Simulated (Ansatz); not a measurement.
Magnetovolume behaviour of Ni (Fm-3m)

```xyz
1
Lattice="0.0000 1.7619 1.7619 1.7619 0.0000 1.7619 1.7619 1.7619 0.0000" Properties=species:S:1:pos:R:3 pbc="T T T"
Ni    0.0000    0.0000    0.0000
```

The reference geometry is a structure as deposited in COD; nothing is relaxed.

Common settings: LDA, 16×16×16 k mesh, Fermi–Dirac smearing of 0.1 eV. PAW means Ansatz 0.2.0 on its default frozen-core files; LAPW is all-electron LAPW in Ansatz 0.2.0. Site moments are integrated in spheres about the atoms, whose radii differ between the methods. Start moments of the first PAW run (μB): Ni 1.5.

The cell shown is scaled evenly to other volumes, and every spin-polarised run starts from the same moments.

The search for lower states is left at its default.

Q: Over V/V₀ from 0.66 to 1.25, do the moments collapse, and if so where?

A: The moments survive down to the smallest volume, V/V₀ = 0.66 at 184 GPa, where the largest is 0.47 μB.
| V/V₀ | Å³/atom | M PAW (μB/cell) | M LAPW (μB/cell) | largest site moment, PAW (μB) | P PAW (GPa) | P LAPW (GPa) | F − F(unpolarised), PAW (meV/atom) |
| --- | --- | --- | --- | --- | --- | --- | --- |
| 0.66 | 7.22 | 0.46 | – | 0.47 | 183.8 | – | -6 |
| 0.74 | 8.10 | 0.52 | – | 0.53 | 91.8 | – | -12 |
| 0.8 | 8.75 | 0.54 | – | 0.56 | 48.7 | – | -17 |
| 0.86 | 9.41 | 0.55 | 0.55 | 0.58 | 19.4 | 19.3 | -20 |
| 0.92 | 10.06 | 0.57 | 0.57 | 0.59 | -0.6 | -0.7 | -23 |
| 0.96 | 10.50 | 0.58 | – | 0.60 | -10.2 | – | -25 |
| 1 | 10.94 | 0.59 | 0.59 | 0.62 | -17.6 | -17.7 | -27 |
| 1.04 | 11.38 | 0.60 | 0.60 | 0.63 | -23.3 | -23.4 | -29 |
| 1.1 | 12.03 | 0.62 | 0.62 | 0.65 | -29.4 | -29.5 | -31 |
| 1.25 | 13.67 | 0.68 | 0.68 | 0.71 | -36.5 | -36.6 | -38 |

Q: How fast does the largest site moment change with volume about V₀?

A: d ln m/d ln V ≈ ln(0.629/0.603)/ln(1.04/0.96) = 0.53. Wider spacing narrows the bands and raises the moment.

Q: Fit a third-order Birch–Murnaghan equation to the PAW pressures of the magnetic runs between 0.85 and 1.11 V₀. What are the zero-pressure volume and bulk modulus, and what do the unpolarised runs give?

A: V = 10.04 Å³/atom (0.918 V₀), B = 254 GPa, B′ = 4.9, with a worst miss of 0.02 GPa. The unpolarised pressures, 18.6, -1.3, -10.9, -18.3, -24.0, -30.1 GPa at V/V₀ = 0.86, 0.92, 0.96, 1, 1.04, 1.1, give 10.01 Å³/atom and 256 GPa, so the moments change the volume by +0.3 %. Cell shape and inner coordinates are held, so these aren't the relaxed crystal's values unless symmetry fixes them.

The PAW files were made with PBE; the program remakes their cores once for the run's functional and then keeps them frozen. Under strong compression frozen cores are worth checking against an all-electron run. The magnetic state is the one that this cell and start allow. It needn't be the compound's measured order, which may need a larger cell or be absent.
